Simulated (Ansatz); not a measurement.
An Ansatz (an electronic-structure program) run. Input:

Ansatz 0.2 input:
```yaml
crystal:
  lattice:
    - [3.6629995881, 0.0, 0.0]
    - [-1.831499794, 3.1722506973, 0.0]
    - [0.0, 0.0, 12.4791390889]
  atoms:
    - { symbol: Zr, position: [0.3333333333, 0.6666666667, 0.3842865848] }
    - { symbol: Zr, position: [0.6666666667, 0.3333333333, 0.6157134152] }
    - { symbol: Zr, position: [0.6666666667, 0.3333333333, 0.8842865848] }
    - { symbol: Zr, position: [0.3333333333, 0.6666666667, 0.1157134152] }
    - { symbol: P, position: [0.6666666667, 0.3333333333, 0.25] }
    - { symbol: P, position: [0.3333333333, 0.6666666667, 0.75] }
    - { symbol: P, position: [0.0, 0.0, 0.5] }
    - { symbol: P, position: [0.0, 0.0, 0.0] }
kpoints:
  mp_grid: { grid: [13, 13, 4] }
hamiltonian:
  xc: pbesol
  pseudopotentials: { kind: paw }
scf:
  occupations: { method: fermi_dirac, width: 0.1 }
phonons:
  method: dfpt
  response_accuracy: low
  eigenvectors: true
  rigid_motions: translations
```

Output (shortened):

```
Pseudopotential: Zr, paw, valence charge 12
Pseudopotential: P, paw, valence charge 5
Functional definition: PBEsol
Crystal: 8 atoms, lattice volume = 145.007 Å³
Basis set: ecut = 420 eV, 2825 PW (Γ), exchange–correlation on 50×50×180 points (8 copies of the dense FFT grid, shifted against one another)
Bands: 42, of which v1, the nominal top of the filled ones, is band 34 counted from 1 (33 counted from 0)
Symmetry: 24 space group operations
k-points: 189 of 676 (irreducible under 2 space group operations, time reversal used)
SCF iter   1: F=—  HF=-19486.634076 eV  |F-HF|=—  |Δ(HF+E_count)|=         —  Δρ=5.11e-3  dr2=7.81e-2  ethr=1.77e-3  ⟨swp⟩=6.4  Hψ=35207  notcnv=0
preconditioner: auto → Kerker (q_TF=auto, 2.405 Å⁻¹)
SCF iter   2: F=—  HF=-19486.619066 eV  |F-HF|=—  |Δ(HF+E_count)|=   1.50e-2  Δρ=2.59e-3  dr2=2.06e-2  ethr=1.15e-4  ⟨swp⟩=1.9  Hψ=9809  notcnv=0
SCF iter   3: F=—  HF=-19486.614699 eV  |F-HF|=—  |Δ(HF+E_count)|=   4.37e-3  Δρ=5.90e-4  dr2=1.12e-3  ethr=3.03e-5  ⟨swp⟩=2.0  Hψ=10984  notcnv=0
SCF iter   4: F=—  HF=-19486.614481 eV  |F-HF|=—  |Δ(HF+E_count)|=   2.17e-4  Δρ=1.31e-4  dr2=5.87e-5  ethr=1.64e-6  ⟨swp⟩=2.1  Hψ=11301  notcnv=0
SCF iter   5: F=—  HF=-19486.614471 eV  |F-HF|=—  |Δ(HF+E_count)|=   1.08e-5  Δρ=3.60e-5  dr2=3.31e-6  ethr=8.64e-8  ⟨swp⟩=2.1  Hψ=10924  notcnv=0
SCF iter   6: F=—  HF=-19486.614470 eV  |F-HF|=—  |Δ(HF+E_count)|=   5.97e-7  Δρ=8.07e-6  dr2=2.23e-7  ethr=4.87e-9  ⟨swp⟩=2.0  Hψ=12569  notcnv=0
SCF iter   7: F=—  HF=-19486.614470 eV  |F-HF|=—  |Δ(HF+E_count)|=   2.44e-8  Δρ=2.47e-6  dr2=1.53e-8  ethr=3.28e-10  ⟨swp⟩=2.0  Hψ=12856  notcnv=0
SCF iter   8: F=—  HF=-19486.614470 eV  |F-HF|=—  |Δ(HF+E_count)|=   1.89e-9  Δρ=5.04e-7  dr2=3.14e-10  ethr=2.25e-11  ⟨swp⟩=2.0  Hψ=12103  notcnv=0
SCF iter   9: F=-19486.614470 eV  HF=-19486.614470 eV  |F-HF|=0.00e0  |Δ(HF+E_count)|=  1.46e-11  Δρ=7.48e-8  dr2=5.11e-12  ethr=1.00e-12  ⟨swp⟩=6.9  Hψ=44139  notcnv=0
SCF 1 converged in 9 iterations: F = -19486.614470 eV  dr2 = 5.11e-12
DFPT response loops at Γ: preconditioner auto → Kerker (q_TF=auto, 2.405 Å⁻¹) (partly filled bands, converged f_vac=0.000) …
SCF converged after 9 iterations
Free energy (F): -19486.614470 eV
Harris-Foulkes:  -19486.614470 eV  (|F-HF|=0.00e0)
Internal energy: -19486.535225 eV  (E = F + TS)
E sigma→0 (E₀):  -19486.574848 eV
Entropy (-TS):   -0.079245 eV (-9.906 meV/atom)
Fermi energy:    13.285260 eV
--- Per-component energies (eV) ---
  E_band       = -312.333188
  E_kinetic    = 1628.082212
  E_local      = -2836.936269  (includes V_loc(G=0)·N_el)
  E_nonlocal   = 459.948754
  E_hartree    = 904.924769
  E_xc         = -895.729342
  E_vxc        = -1017.111873  (∫ρ·V_xc dr)
  E_paw        = -13816.698616  (= ΣΔE_a)
  E_vpaw       = -356.165619  (= ΣTr[D̂ρ^β])
  E_aug_tail   = 0.000104  (compensation charges beyond the density's cutoff)
  E_ewald      = -4930.974102
  E_core_change = 0.847266  (= ΣΔE_core)
  E_smearing   = -0.079245  (= −TS)
  E_closure    = 0.000000  (closes the sum)
  Σ components = -19486.614470   (vs F -19486.614470, Δ=0.00e0)
  [band-id]    e_kinetic+e_local+e_nonlocal+2·e_hartree+e_vxc+e_vpaw+e_augmentation_tail = -312.333154   (vs E_band -312.333188, Δ=3.41e-5)
--- Band table (eV; the first three rows and the last of 189) ---
  k-point 0: bands = ["-35.6890", "-35.6742", "-35.6677", "-35.6528", "-14.0413", "-13.8427", "-13.8134", "-13.7208", "-13.7208", "-13.7008", "-13.7008", "-13.6944", "-13.6944", "-13.6743", "-13.6743", "-13.6051", "1.0639", "1.7472", "2.2410", "3.3510", …
  k-point 1: bands = ["-35.6876", "-35.6785", "-35.6634", "-35.6542", "-14.0255", "-13.9119", "-13.7429", "-13.7191", "-13.7191", "-13.7070", "-13.7070", "-13.6882", "-13.6882", "-13.6760", "-13.6760", "-13.6224", "1.1233", "1.5516", "2.4889", "3.2161", …
  k-point 2: bands = ["-35.6839", "-35.6839", "-35.6579", "-35.6579", "-13.9802", "-13.9802", "-13.7142", "-13.7142", "-13.7142", "-13.7142", "-13.6810", "-13.6810", "-13.6810", "-13.6810", "-13.6711", "-13.6711", "1.2949", "1.2949", "2.8839", "2.8839", …
  k-point 188: bands = ["-35.6606", "-35.6606", "-35.6439", "-35.6439", "-13.9571", "-13.9571", "-13.9262", "-13.9262", "-13.8499", "-13.8499", "-13.8005", "-13.8005", "-13.7663", "-13.7663", "-13.6538", "-13.6538", "2.5877", "2.5877", "3.1678", "3.1678", …
--- Phonons (Γ-DFPT): 6 representative perturbations + reference, on 189 of 676 k-points (Σ response iterations 18) ---
  ASR residual: 4.704e-4 → 0.000e0 eV/Å²; symmetrization residual: 4.961e-5 eV/Å²
  ASR residual per site (eV/Å²): 4.70e-4 4.70e-4 4.70e-4 4.70e-4 9.77e-5 9.77e-5 1.27e-4 1.27e-4
  Γ frequencies (cm⁻¹): 0.00 0.00 0.00 109.47 109.47 134.92 134.92 161.40 165.87 178.11 178.11 240.45 268.04 268.04 272.79 272.79 321.02 331.87 381.48 385.13 387.41 387.41 391.77 391.77
  non-analytic LO–TO correction: not included (Born effective charges unavailable; polar crystals: no LO–TO splitting at Γ)
```

Cost: very roughly 14 core-minutes on shared cores.

Space group P6_3/mmc. The first step of the workflow began from a Materials Project structure, measured or hypothetical; the Crystallography Open Database copy checked does not list it. COD files the formula under space group No. 225. Its standing as an ambient phase is unchecked. Symmetry was held in the PBEsol relaxation; whether a distortion lowers the energy is not shown. No spin polarisation was allowed. As this level gives no gap, phonon frequencies hold no LO–TO term and depend on the k-mesh and smearing (Fermi–Dirac, 0.1 eV here). Scalar-relativistic: spin–orbit coupling is off unless named, which matters more the heavier the elements.

Potentials: the later of the program's two PAW sets.

Ansatz is a plane-wave DFT program.
